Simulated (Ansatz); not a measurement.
HfSiSe in space group P4/nmm (No. 129; Hf on 2c, Si on 2a, Se on 2c), r²SCAN (plane waves, PAW; program Ansatz), all energies at zero smearing, with the estimated change up to a 700 eV cutoff added, with one set of potentials and settings (totals compare only within such a set). Cell of 6 atoms (2 Hf, 2 Si, 2 Se): -43707.116 eV.

```tsv
element	reference phase	E (eV/atom)
Hf	P6_3/mmc, 2 atoms in the cell	-15733.0631
Si	Fd-3m, 2 atoms in the cell	-639.0667
Se	P3_121, 3 atoms in the cell	-5478.1269
```

Formation energy per atom, worked out: (-43707.116 − 2×(-15733.0631) − 2×(-639.0667) − 2×(-5478.1269))/6 = -1.100 eV/atom (-106 kJ per mol of atoms), at 0 K, without zero-point energy or fitted corrections.

The first step of the workflow began from a Materials Project structure, measured or hypothetical; the Crystallography Open Database files this formula in space group No. 129, but the cells were not matched. Its standing as an ambient phase is unchecked. The cell was relaxed with r²SCAN under the symmetry of its start; whether a distortion lowers the energy is not shown. No spin polarisation was allowed. The references are the lowest solids computed at this level, not always the standard phases. Scalar-relativistic: spin–orbit coupling is off unless named, which matters more the heavier the elements.

Potentials: the later of the program's two PAW sets.
